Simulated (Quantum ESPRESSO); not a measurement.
```xyz
12
Lattice="6.1011 0.0000 0.0000 0.0000 3.9234 0.0000 0.0000 0.0000 7.8328" Properties=species:S:1:pos:R:3 pbc="T T T"
H      0.0000     0.0413     7.3168
H      0.0000     3.8821     3.4004
H      3.0506     3.4331     3.9089
H      3.0506     0.4903     7.8253
Li     1.5243     1.9493     1.9466
Li     4.5768     1.9741     5.8630
Li     4.5768     1.9493     1.9466
Li     1.5243     1.9741     5.8630
S      0.0000     0.0124     5.9748
S      0.0000     3.9111     2.0585
S      3.0506     2.0911     3.9132
S      3.0506     1.8324     7.8296
```

The geometry is that of Materials Project entry mp-644419, symmetrised and not relaxed again.

What does norm-conserving PBEsol (Quantum ESPRESSO, 74 Ry, scalar-relativistic) give for the electronic structure near the Fermi level?

The PBEsol gap is direct, 3.37 eV at Γ. 

Letters of k points follow the standard setting of the lattice, whose axes may be ordered differently from the printed cell.
